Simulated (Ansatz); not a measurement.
Input:

Rb₂PdSe₂:
```cif
data_PdRb2Se2
_chemical_formula_sum 'Rb2 Pd1 Se2'
_space_group_name_H-M_alt 'P 1'
_space_group_IT_number 1
_cell_length_a 6.63720
_cell_length_b 6.63720
_cell_length_c 6.63720
_cell_angle_alpha 146.669
_cell_angle_beta 109.476
_cell_angle_gamma 80.275
loop_
_space_group_symop_operation_xyz
  'x, y, z'
loop_
_atom_site_label
_atom_site_type_symbol
_atom_site_fract_x
_atom_site_fract_y
_atom_site_fract_z
_atom_site_occupancy
Rb1 Rb 0.69457 0.19457 0.50000 1
Rb2 Rb 0.30543 0.80543 0.50000 1
Pd1 Pd 0.00000 0.00000 0.00000 1
Se1 Se 0.21267 0.50000 0.71267 1
Se2 Se 0.78733 0.50000 0.28733 1
```

This is the r²SCAN-relaxed structure.

### Question
All from plane-wave PAW r²SCAN (Ansatz code), unless another level is named. Give the formation energy from the elements (no fitted shifts).

### Answer
-1.05 eV/atom.

### Question
And the hole effective mass?

### Answer
0.52, 2.2, 13 mₑ (principal values).

### Question
Give the smallest direct gap on the standard path.

### Answer
1.60 eV.

### Question
What about the electron effective mass?

### Answer
0.37, 0.57, 3.6 mₑ (principal values).

Space group Immm. The workflow started from a Materials Project entry (that database holds measured and hypothetical structures alike); the Crystallography Open Database copy checked does not list it. Its standing as an ambient phase is unchecked. The cell was relaxed with r²SCAN under the symmetry of its start; whether a distortion lowers the energy is not shown. No spin polarisation was allowed. The references are the lowest solids computed at this level, not always the standard phases. Scalar-relativistic: spin–orbit coupling is off unless named, which matters more the heavier the elements.

Potentials: the later of the program's two PAW sets.
